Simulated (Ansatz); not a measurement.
## Ansatz 0.2.0, relaxation: RbAg2SnSe4

Run with:

```bash
ansatz run input.yaml --threads 1 --pin off --max-ram 2560MiB --backend cpu --events-out ev --progress --plain --runs-dir out
```

Input:

```yaml
crystal:
  lattice:
    - [-3.6323, 3.828326, 4.256162]
    - [3.6323, -3.828326, 4.256162]
    - [3.6323, 3.828326, -4.256162]
  atoms:
    - { symbol: Rb, position: [0.0, 0.0, 0.0] }
    - { symbol: Sn, position: [0.5, 0.5, 0.0] }
    - { symbol: Ag, position: [0.69269, 0.19269, 0.5] }
    - { symbol: Ag, position: [0.30731, 0.80731, 0.5] }
    - { symbol: Se, position: [0.52386, 0.53313, 0.40103] }
    - { symbol: Se, position: [0.1321, 0.12283, 0.59897] }
    - { symbol: Se, position: [0.47614, 0.87717, 0.00927] }
    - { symbol: Se, position: [0.8679, 0.46687, 0.99073] }
  symmetry: { tolerance: 0.0003 }
kpoints:
  mp_grid: { grid: [4, 4, 4], shift: [0, 0, 0] }
magnetization:
  spin_polarized: false
scf:
  occupations: { method: cold, width: 0.0158 }
hamiltonian:
  pseudopotentials: { kind: paw }
  xc: pbe
basis:
  ecutwfc: "550 eV"
output:
  forces: true
  stress: true
  eigenvalues: true
relax:
  max_steps: 40
  cell: {}
```

Origin of the cell: a known structure type with other elements, at an estimated volume, so it need not be a known compound.

Output (shortened):

```
SCF iter   1: F=—  HF=-46352.246760 eV  Δρ=3.18e-3  dr2=2.80e-2  defer=15
SCF iter   2: F=—  HF=-46352.241341 eV  S|Δr|=    0.00e0  Δρ=1.24e-3  dr2=4.81e-3  defer=102
SCF iter   3: F=—  HF=-46352.241299 eV  S|Δr|=    0.00e0  Δρ=8.40e-4  dr2=2.74e-3  defer=102
SCF iter   4: F=—  HF=-46352.240920 eV  S|Δr|=    0.00e0  Δρ=5.30e-4  dr2=1.24e-3  defer=102
SCF iter   5: F=—  HF=-46352.240647 eV  S|Δr|=    0.00e0  Δρ=3.10e-4  dr2=3.61e-4  defer=102
SCF iter   6: F=—  HF=-46352.240569 eV  S|Δr|=    0.00e0  Δρ=7.56e-5  dr2=2.01e-5  defer=102
SCF iter   7: F=—  HF=-46352.240533 eV  S|Δr|=    0.00e0  Δρ=3.23e-5  dr2=2.60e-6  defer=102
SCF iter   8: F=—  HF=-46352.240534 eV  S|Δr|=    0.00e0  Δρ=6.56e-6  dr2=1.31e-7  defer=102
SCF iter   9: F=-46352.240534 eV  HF=-46352.240534 eV  S|Δr|=    0.00e0  Δρ=2.56e-6  dr2=1.82e-8
relax step   1: F+E_penalty+E_count = -46352.240534 eV  Δ(F+E_penalty+E_count) = +0.000e0 eV  max|allowed force component| = 1.702e-1 eV/Å  Δτ_max = 0.0000 Å  P = -0.659 GPa  Ω = 236.738 Å³ […]
relax step   2: F+E_penalty+E_count = -46352.285612 eV  Δ(F+E_penalty+E_count) = -4.508e-2 eV  max|allowed force component| = 4.296e-2 eV/Å  Δτ_max = 0.0276 Å  P = +0.148 GPa  Ω = 231.955 Å³ […]
relax step   3: F+E_penalty+E_count = -46352.295394 eV  Δ(F+E_penalty+E_count) = -9.782e-3 eV  max|allowed force component| = 2.112e-2 eV/Å  Δτ_max = 0.0247 Å  P = +0.159 GPa  Ω = 233.208 Å³ […]
relax step   4: F+E_penalty+E_count = -46352.298727 eV  Δ(F+E_penalty+E_count) = -3.334e-3 eV  max|allowed force component| = 2.784e-2 eV/Å  Δτ_max = 0.0230 Å  P = +0.018 GPa  Ω = 234.846 Å³ […]
relax step   5: F+E_penalty+E_count = -46352.301351 eV  Δ(F+E_penalty+E_count) = -2.624e-3 eV  max|allowed force component| = 2.718e-2 eV/Å  Δτ_max = 0.0419 Å  P = +0.058 GPa  Ω = 234.213 Å³ […]
relax step   6: F+E_penalty+E_count = -46352.317132 eV  Δ(F+E_penalty+E_count) = -1.578e-2 eV  max|allowed force component| = 4.686e-2 eV/Å  Δτ_max = 0.1968 Å  P = +0.099 GPa  Ω = 234.370 Å³ […]
relax step   7: F+E_penalty+E_count = -46352.330508 eV  Δ(F+E_penalty+E_count) = -1.338e-2 eV  max|allowed force component| = 2.972e-2 eV/Å  Δτ_max = 0.1953 Å  P = +0.122 GPa  Ω = 234.595 Å³ […]
relax step   8: F+E_penalty+E_count = -46352.332500 eV  Δ(F+E_penalty+E_count) = -1.991e-3 eV  max|allowed force component| = 2.633e-3 eV/Å  Δτ_max = 0.0122 Å  P = -0.029 GPa  Ω = 234.893 Å³ […]
relax step   9: F+E_penalty+E_count = -46352.332468 eV  Δ(F+E_penalty+E_count) = +3.209e-5 eV  max|allowed force component| = 8.552e-3 eV/Å  Δτ_max = 0.0116 Å  P = +0.035 GPa  Ω = 234.510 Å³ […]
relax step  10: F+E_penalty+E_count = -46352.332547 eV  Δ(F+E_penalty+E_count) = -4.759e-5 eV  max|allowed force component| = 1.890e-3 eV/Å  Δτ_max = 0.0056 Å  P = +0.003 GPa  Ω = 234.709 Å³ […]
relax step  11: F+E_penalty+E_count = -46352.332566 eV  Δ(F+E_penalty+E_count) = -1.836e-5 eV  max|allowed force component| = 1.872e-3 eV/Å  Δτ_max = 0.0000 Å  P = +0.004 GPa  Ω = 234.709 Å³  stress off target by 7.48e-3 GPa […]
SCF 11 converged in 8 iterations: F = -46352.332566 eV  dr2 = 2.72e-11
basis re-selected at this cell: Δ(F+E_penalty+E_count) = -1.836e-5 eV, ΔP = +0.001 GPa vs the last step (what re-selecting the basis moved, of the pressure what is left beyond the Pulay corre […]
SCF converged after 8 iterations
Stability not checked: this state was not tested for a lower state beside it, because cold or Methfessel-Paxton smearing, or corrected tetrahedra, fill the levels in a way that the test cannot read (fill_not_monotonic; […]
Free energy (F): -46352.332566 eV
Harris-Foulkes:  -46352.332566 eV  (|F-HF|=7.28e-12)
Internal energy: -46352.331753 eV  (E = F + TS)
E sigma→0 (E₀):  -46352.332295 eV
Entropy (-TS):   -0.000813 eV (-0.102 meV/atom)
Fermi energy:    6.788678 eV
--- Per-component energies (eV) ---
  E_band       = -2599.868483
  E_kinetic    = 1905.763718
  E_local      = -19331.919905  (includes V_loc(G=0)·N_el)
  E_nonlocal   = -2077.178581
  E_hartree    = 9171.848455
  E_xc         = -1295.748689
  E_vxc        = -1090.202282  (∫ρ·V_xc dr)
  E_paw        = -22210.148204  (= ΣΔE_a)
  E_vpaw       = -350.027441  (= ΣTr[D̂ρ^β])
  E_aug_tail   = -0.000727  (compensation charges beyond the density's cutoff)
  E_ewald      = -12514.947821
  E_smearing   = -0.000813  (= −TS)
  Σ components = -46352.332566   (vs F -46352.332566, Δ=0.00e0)
--- Forces (eV/Å), atoms counted from 1 ---
  atom   1  Rb     0.000000    -0.000000     0.000000
  atom   2  Sn     0.000000    -0.000000    -0.000000
  atom   3  Ag     0.000000    -0.000000     0.000215
  atom   4  Ag     0.000000     0.000000    -0.000215
  atom   5  Se     0.001624     0.001872    -0.001546
  atom   6  Se    -0.001624    -0.001872    -0.001546
  atom   7  Se     0.001624    -0.001872     0.001546
  atom   8  Se    -0.001624     0.001872     0.001546
  max |Σ_I F_I| component: 7.29e-17 eV/Å
--- Stress (GPa, compression-positive) ---
        0.007477       0.000000       0.000000
        0.000000      -0.001382      -0.000000
        0.000000      -0.000000       0.006111
  P = ⅓ Tr σ = 0.0041 GPa (0.041 kbar)
--- Relaxed structure (10 steps of the walk, 9 accepted, 1 SCFs on fresh bases) ---
  F+E_penalty+E_count = -46352.332566 eV   max|allowed force component| = 1.872e-3 eV/Å   (the final SCF, on the basis selected at the relaxed cell)
  cell:  # Å, volume = 234.7090 Å³
    - [-3.628439, 3.630573, 4.454253]
    - [3.628439, -3.630573, 4.454253]
    - [3.628439, 3.630573, -4.454253]
  atoms:
    - { symbol: Rb, position: [3.534e-19, 3.982e-19, 0.0] }
    - { symbol: Sn, position: [0.5, 0.5, 0.0] }
    - { symbol: Ag, position: [0.749773, 0.249773, 0.500000] }
    - { symbol: Ag, position: [0.250227, 0.750227, 0.500000] }
    - { symbol: Se, position: [0.528306, 0.528355, 0.403931] }
    - { symbol: Se, position: [0.124424, 0.124375, 0.596069] }
    - { symbol: Se, position: [0.471694, 0.875625, 4.888e-5] }
    - { symbol: Se, position: [0.875576, 0.471645, 0.999951] }
```

Caveats: no moments, though an odd count or open d shells may carry them; the k mesh is coarse if the cell is a metal; the relaxation held the start's symmetry, so the end may be a saddle point.

It ran for 6.9 min on 1 thread of Intel(R) Xeon(R) Platinum 8488C (Sapphire Rapids) (shared host), peak memory 0.84 GiB, from the program's own first density.
